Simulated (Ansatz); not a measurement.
LaB$_{6}$ (CaB6 type, space group Pm-3m)

```
CELL_PARAMETERS angstrom
      4.12989     0.00000     0.00000
      0.00000     4.12989     0.00000
      0.00000     0.00000     4.12989
ATOMIC_POSITIONS crystal
  La 0.00000 0.00000 0.00000
  B  0.19962 0.50000 0.50000
  B  0.80038 0.50000 0.50000
  B  0.50000 0.50000 0.19962
  B  0.50000 0.50000 0.80038
  B  0.50000 0.19962 0.50000
  B  0.50000 0.80038 0.50000
```

The slice is a {110} plane (indices of the conventional cell) through the point (0.500, 0.800, 0.500) (fractional), spanned by u = [100] and v = [011] in vectors of this cell: u (4.13 Å) and v (5.84 Å, at 90° to u). It covers one period; positions are fractions (u, v).

Method: PBEsol (plane waves to 420 eV, PAW, scalar-relativistic; Ansatz, a first-principles code). k mesh 11×11×11. Near the nuclei the fields are pseudised (PAW); where an atom keeps semicore shells as valence, they peak there. LaB6 is run without spin polarisation. LaB6 was relaxed with its symmetry unable to fall.

Problem. What is the ELF at the midpoint of the shortest B–B line in this plane (1.75 Å)?

Solution. 0.77.

Problem. Sketch the valence electron density on this plane as a map.

Solution. 
```
|#%%*+=-:-=+*%%|
|%%##+=====+##%|
|%%##*+===+*##%|
|%%##+=====+##%|
|#%%*+=-:-=+*%%|
|-##*=:...:=*##|
|###+-.   .-+##|
|%#*=:     :=*#|
|**=-.......-=*|
|==-::-===-::-=|
|-:::-+###+-:::|
|:..:=#%@%#=:..|
|...:=#@@@#=:..|
|:..:=#%@%#=:..|
|-:::-+###+-:::|
|==-::-===-::-=|
|**=-.......-=*|
|%#*=:     :=*#|
|###+-.   .-+##|
|-##*=:...:=*##|
```
Scale: ten equal steps from -1.05 (start of ' ') to 0.05 (end of '@'), in the order ' .:-=+*#%@'. Values: log₁₀ of the valence density in e/Å³. The map has 14 points along u (one character each, u = 0 at the left) and 20 along v (v = 0 in the bottom row). The scale is logarithmic, as a density can span decades between atoms and voids.
